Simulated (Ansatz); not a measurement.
Li2MoO3:
```yaml
crystal:
  lattice:
    - [1.67296, -0.05285, 4.94165]
    - [2.24454, 4.39711, 0.00000]
    - [-4.93449, 0.00000, 0.00000]
  atoms:
    - { symbol: Li, position: [0.98690, 0.80714, 0.13982] }
    - { symbol: Li, position: [0.01310, 0.19286, 0.86018] }
    - { symbol: Li, position: [0.00000, 0.50000, 0.50000] }
    - { symbol: Li, position: [0.50000, 0.50000, 0.00000] }
    - { symbol: Mo, position: [0.49662, 0.86130, 0.64199] }
    - { symbol: Mo, position: [0.50338, 0.13870, 0.35801] }
    - { symbol: O, position: [0.72686, 0.14287, 0.06288] }
    - { symbol: O, position: [0.27314, 0.85713, 0.93712] }
    - { symbol: O, position: [0.72330, 0.49322, 0.72304] }
    - { symbol: O, position: [0.27670, 0.50678, 0.27696] }
    - { symbol: O, position: [0.23309, 0.17623, 0.58729] }
    - { symbol: O, position: [0.76691, 0.82377, 0.41271] }
```

DFT-r²SCAN in the program Ansatz with PAW potentials gives a gap of 0.21 eV without spin–orbit coupling, maximum at T2, minimum at U2.

Problem. What happens when spin–orbit coupling is switched on?

Solution. The gap is nearly the same, to 0.21 eV; maximum at T2, minimum at U2.

Problem. Give the electron effective mass with spin–orbit coupling.

Solution. 1.5, 3.4, 9.7 mₑ (principal values).

Problem. Give the hole effective mass with spin–orbit coupling.

Solution. 1.1, 2.8, 30 mₑ (principal values).

Space group P-1. The first step of the workflow began from a Materials Project structure, measured or hypothetical; the Crystallography Open Database copy checked does not list it. Entries of such low symmetry are often ordered models of mixed-site phases. Its standing as an ambient phase is unchecked. The r²SCAN relaxation kept the symmetry of its start; whether a distortion lowers the energy is not shown. No spin polarisation was allowed. No Hubbard U is applied.

Potentials: the later of the program's two PAW sets.
